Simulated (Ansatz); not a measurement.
Ansatz (an electronic-structure program) input:

Ansatz 0.2 input:
```yaml
crystal:
  lattice:
    - [4.6480351399, 0.0, 0.0]
    - [0.0, 3.4996067051, 0.0]
    - [0.0, 0.0, 4.8936350484]
  atoms:
    - { symbol: Ta, position: [0.25, 0.0, 0.8061355481] }
    - { symbol: Ta, position: [0.75, 0.0, 0.1938644519] }
    - { symbol: Zr, position: [0.25, 0.5, 0.2763820486] }
    - { symbol: Zr, position: [0.75, 0.5, 0.7236179514] }
kpoints:
  mp_grid: { grid: [7, 9, 6] }
  band_path:
    path:
      - [[0.0, 0.0, 0.0], [0.5, 0.0, 0.0], [0.5, 0.5, 0.0], [0.0, 0.5, 0.0], [0.0, 0.0, 0.0], [0.0, 0.0, 0.5], [0.5, 0.0, 0.5], [0.5, 0.5, 0.5], [0.0, 0.5, 0.5], [0.0, 0.0, 0.5]]  # Γ-X-S-Y-Γ-Z-U-R-T-Z
      - [[0.5, 0.0, 0.0], [0.5, 0.0, 0.5]]  # X-U
      - [[0.0, 0.5, 0.0], [0.0, 0.5, 0.5]]  # Y-T
      - [[0.5, 0.5, 0.0], [0.5, 0.5, 0.5]]  # S-R
    npoints: 6
basis: { xc_grid: 2 }
hamiltonian:
  xc: pbesol
  pseudopotentials: { azcp: { folder: ./paw }, kind: paw_fr }
magnetization: { noncollinear: true, spin_orbit: true }
scf:
  n_extra_bands: 12
  convergence: { dr2_threshold: 0.0000000001 }
  occupations: { method: gaussian, width: 0.05 }
output: { eigenvalues: true }
```

Output (shortened):

```
Pseudopotential: Ta, paw, valence charge 13
Pseudopotential: Zr, paw, valence charge 12
Functional definition: PBEsol
non-collinear run that drives no moment, with spin-orbit …
Crystal: 4 atoms, lattice volume = 79.601 Å³
Basis set: ecut = 420 eV, 1565 PW (Γ), exchange–correlation on 64×48×72 points (8 copies of the dense FFT grid, shifted against one another)
Bands: 62, of which v1, the nominal top of the filled ones, is band 50 counted from 1 (49 counted from 0)
Symmetry: 8 space group operations + 8 with time reversal
k-points: 80 of 378
Projection manifold: j_resolved (fully-relativistic pseudo-atomic orbitals)
SCF iter   1: F=—  HF=-27918.257132 eV  |F-HF|=—  |Δ(HF+E_count)|=         —  Δρ=4.45e-2  dr2=2.52e0  dr2_m=0.00e0 (ungated)  ethr=3.10e-3  |M|=0.00e0 ∫|m|=0.00e0 μB  |m|>n=0.0e0 m-floor=0.0e0 τ_xc=0.0e0  β_m=0.30  ⟨swp⟩=5.5  Hψ=12119  notcnv=0  defer=12
preconditioner: auto → Kerker (q_TF=auto, 2.525 Å⁻¹)
spin=Noncollinear: Kerker preconditioning applied to the charge; magnetization (m_x, m_y, m_z) channels mix plain (no charge-response kernel on spin).
SCF iter   2: F=—  HF=-27917.839922 eV  |F-HF|=—  |Δ(HF+E_count)|=   4.17e-1  Δρ=3.11e-2  dr2=1.15e0  dr2_m=0.00e0 (ungated)  ethr=3.10e-3  |M|=0.00e0 ∫|m|=0.00e0 μB  |m|>n=0.0e0 m-floor=0.0e0 τ_xc=0.0e0  β_m=0.61  ⟨swp⟩=1.9  Hψ=3083  notcnv=0  defer=338
SCF iter   3: F=—  HF=-27917.463347 eV  |F-HF|=—  |Δ(HF+E_count)|=   3.77e-1  Δρ=6.57e-3  dr2=4.57e-2  dr2_m=0.00e0 (ungated)  ethr=2.30e-3  |M|=0.00e0 ∫|m|=0.00e0 μB  |m|>n=0.0e0 m-floor=0.0e0 τ_xc=0.0e0  β_m=0.72  ⟨swp⟩=2.8  Hψ=4021  notcnv=0  defer=414
SCF iter   4: F=—  HF=-27917.451071 eV  |F-HF|=—  |Δ(HF+E_count)|=   1.23e-2  Δρ=1.06e-3  dr2=8.35e-4  dr2_m=0.00e0 (ungated)  ethr=9.14e-5  |M|=0.00e0 ∫|m|=0.00e0 μB  |m|>n=0.0e0 m-floor=0.0e0 τ_xc=0.0e0  β_m=0.85  ⟨swp⟩=2.3  Hψ=3630  notcnv=0  defer=434
SCF iter   5: F=—  HF=-27917.450945 eV  |F-HF|=—  |Δ(HF+E_count)|=   1.26e-4  Δρ=1.96e-4  dr2=4.14e-5  dr2_m=0.00e0 (ungated)  ethr=1.67e-6  |M|=0.00e0 ∫|m|=0.00e0 μB  |m|>n=0.0e0 m-floor=0.0e0 τ_xc=0.0e0  β_m=0.92  ⟨swp⟩=2.1  Hψ=3116  notcnv=0  defer=434
SCF iter   6: F=—  HF=-27917.450938 eV  |F-HF|=—  |Δ(HF+E_count)|=   6.88e-6  Δρ=4.44e-5  dr2=2.77e-6  dr2_m=0.00e0 (ungated)  ethr=8.29e-8  |M|=0.00e0 ∫|m|=0.00e0 μB  |m|>n=0.0e0 m-floor=0.0e0 τ_xc=0.0e0  β_m=0.96  ⟨swp⟩=2.0  Hψ=3487  notcnv=0  defer=434
SCF iter   7: F=—  HF=-27917.450938 eV  |F-HF|=—  |Δ(HF+E_count)|=   1.83e-7  Δρ=6.56e-6  dr2=4.60e-8  dr2_m=0.00e0 (ungated)  ethr=5.54e-9  |M|=0.00e0 ∫|m|=0.00e0 μB  |m|>n=0.0e0 m-floor=0.0e0 τ_xc=0.0e0  β_m=0.98  ⟨swp⟩=2.0  Hψ=3315  notcnv=0  defer=434
SCF iter   8: F=—  HF=-27917.450938 eV  |F-HF|=—  |Δ(HF+E_count)|=   9.84e-9  Δρ=1.34e-6  dr2=1.55e-9  dr2_m=0.00e0 (ungated)  ethr=9.20e-11  |M|=0.00e0 ∫|m|=0.00e0 μB  |m|>n=0.0e0 m-floor=0.0e0 τ_xc=0.0e0  β_m=0.99  ⟨swp⟩=2.0  Hψ=3415  notcnv=0  defer=434
SCF iter   9: F=-27917.450938 eV  HF=-27917.450938 eV  |F-HF|=3.64e-11  |Δ(HF+E_count)|=  2.44e-10  Δρ=2.08e-7  dr2=4.02e-11  dr2_m=0.00e0 (ungated)  ethr=1.00e-12  |M|=0.00e0 ∫|m|=0.00e0 μB  |m|>n=0.0e0 m-floor=0.0e0 τ_xc=0.0e0  ⟨swp⟩=10.4  Hψ=8984  notcnv=0
SCF 1 converged in 9 iterations: F = -27917.450938 eV  dr2 = 4.02e-11
NSCF: frozen V_eff on 76 k-points
SCF converged after 9 iterations
Magnetization: |M| = 0.0000 μB,  M = (+0.0000, +0.0000, +0.0000) μB
Absolute magnetization: 0.0000 μB (∫|m|)
  site 0: m = (+0.0000, +0.0000, +0.0000) μB, |m| = 0.0000 μB  (R = 1.19 Å)
  site 1: m = (+0.0000, +0.0000, +0.0000) μB, |m| = 0.0000 μB  (R = 1.19 Å)
  site 2: m = (+0.0000, +0.0000, +0.0000) μB, |m| = 0.0000 μB  (R = 1.19 Å)
  site 3: m = (+0.0000, +0.0000, +0.0000) μB, |m| = 0.0000 μB  (R = 1.19 Å)
Free energy (F): -27917.450938 eV
Harris-Foulkes:  -27917.450938 eV  (|F-HF|=3.64e-11)
Internal energy: -27917.443607 eV  (E = F + TS)
E sigma→0 (E₀):  -27917.447273 eV
Entropy (-TS):   -0.007331 eV (-1.833 meV/atom)
Fermi energy:    16.428130 eV
--- Per-component energies (eV) ---
  E_band       = -401.307659
  E_kinetic    = 1415.901561
  E_local      = -2323.724759  (includes V_loc(G=0)·N_el)
  E_nonlocal   = 137.687859
  E_hartree    = 800.732512
  E_xc         = -941.530301
  E_vxc        = -827.908995  (∫ρ·V_xc dr)
  E_paw        = -22225.483206  (= ΣΔE_a)
  E_vpaw       = -404.728546  (= ΣTr[D̂ρ^β])
  E_aug_tail   = 0.000092  (compensation charges beyond the density's cutoff)
  E_ewald      = -4781.798128
  E_core_change = 0.770762  (= ΣΔE_core)
  E_smearing   = -0.007331  (= −TS)
  E_closure    = 0.000000  (closes the sum)
  Σ components = -27917.450938   (vs F -27917.450938, Δ=0.00e0)
  [band-id]    e_kinetic+e_local+e_nonlocal+2·e_hartree+e_vxc+e_vpaw+e_augmentation_tail = -401.307763   (vs E_band -401.307659, Δ=-1.04e-4)
--- Band table (eV; the first three rows and the last of 80) ---
  k-point 0: bands = ["-50.8168", "-50.8168", "-50.7876", "-50.7876", "-31.5522", "-31.5522", "-31.4881", "-31.4881", "-23.7742", "-23.7742", "-23.6845", "-23.6845", "-15.2390", "-15.2390", "-15.0395", "-15.0395", "-14.9987", "-14.9987", "-14.8887", …
  k-point 1: bands = ["-50.8166", "-50.8166", "-50.7878", "-50.7878", "-31.5500", "-31.5500", "-31.4910", "-31.4910", "-23.7722", "-23.7722", "-23.6854", "-23.6854", "-15.2273", "-15.2273", "-15.0361", "-15.0361", "-14.9976", "-14.9976", "-14.8939", …
  k-point 2: bands = ["-50.8160", "-50.8160", "-50.7883", "-50.7883", "-31.5447", "-31.5447", "-31.4975", "-31.4975", "-23.7681", "-23.7681", "-23.6873", "-23.6873", "-15.2028", "-15.2028", "-15.0283", "-15.0283", "-14.9959", "-14.9959", "-14.9060", …
  k-point 79: bands = ["-50.8018", "-50.8018", "-50.7958", "-50.7958", "-31.5082", "-31.5082", "-31.5001", "-31.5001", "-23.7550", "-23.7550", "-23.7384", "-23.7384", "-15.2340", "-15.2340", "-15.2155", "-15.2155", "-14.9718", "-14.9718", "-14.9358", …
```

Cost: roughly 80 core-seconds on shared cores.

Space group Pmma. The start of the workflow was typed in or built on a structure type; neither database checked (COD, Materials Project) lists it. Whether it is the stable phase at ambient conditions was not checked. The cell was relaxed with PBEsol under the symmetry of its start; its stability against distortions is not shown here. The run is not spin-polarised. Its formation energy is positive at this level, so the cell may be metastable or incomplete.

Potentials: the earlier of the program's two PAW sets. The files were generated under PBE; for other functionals the program regenerates the frozen cores, and for LDA and PBEsol the local potential too.

Ansatz is a plane-wave DFT program.
